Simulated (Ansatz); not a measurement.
The relaxed structure here is a generated cell of AlOs: the first start was made by a random draw of sites in a space group, and the end was not matched to a known phase here, so it may be hypothetical.

The start is a randomly generated symmetric cell of AlOs (space group No. 154). A full variable-cell relaxation at zero pressure is run with PBE (plane waves to 420 eV, PAW, scalar-relativistic; Ansatz, an electronic-structure program). The first steps use a coarse 6×6×14 k-mesh.

Starting cell:
```yaml
crystal:
  lattice:
    - [6.75253, 0.00000, 0.00000]
    - [-3.37626, 5.84786, 0.00000]
    - [0.00000, 0.00000, 2.22113]
  atoms:
    - { symbol: Al, position: [0.43056, 0.00000, 0.66667] }
    - { symbol: Al, position: [0.00000, 0.43056, 0.33333] }
    - { symbol: Al, position: [0.56944, 0.56944, 0.00000] }
    - { symbol: Os, position: [0.79328, 0.00000, 0.66667] }
    - { symbol: Os, position: [0.00000, 0.79328, 0.33333] }
    - { symbol: Os, position: [0.20672, 0.20672, 0.00000] }
```

| Quantity | Result |
|---|---|
| Initial pressure | +61.8 GPa (positive: the cell is compressed) |
| Energy released | 1.00 eV/atom |
| Band gap at the end | zero (metallic) |
| Optimiser moves | 14 |

Final structure:

Space group P3₂21 (No. 154); a = b = 6.736 Å, c = 2.609 Å, α = β = 90.00°, γ = 120.00°

| atom | site | symmetry | x | y | z |
|---|---|---|---|---|---|
| Al | 3b | .2. | 0.4122 | 0.4122 | 0.5000 |
| Os | 3b | .2. | 0.7793 | 0.7793 | 0.5000 |

Final values are on a 8×8×18 k-mesh of the relaxed cell. No spin polarisation in the result.

The run could not lower the symmetry of its start; a shaken copy of this end point relaxes with PBE to Pmc2₁ (No. 26), 0.55 eV/atom lower.
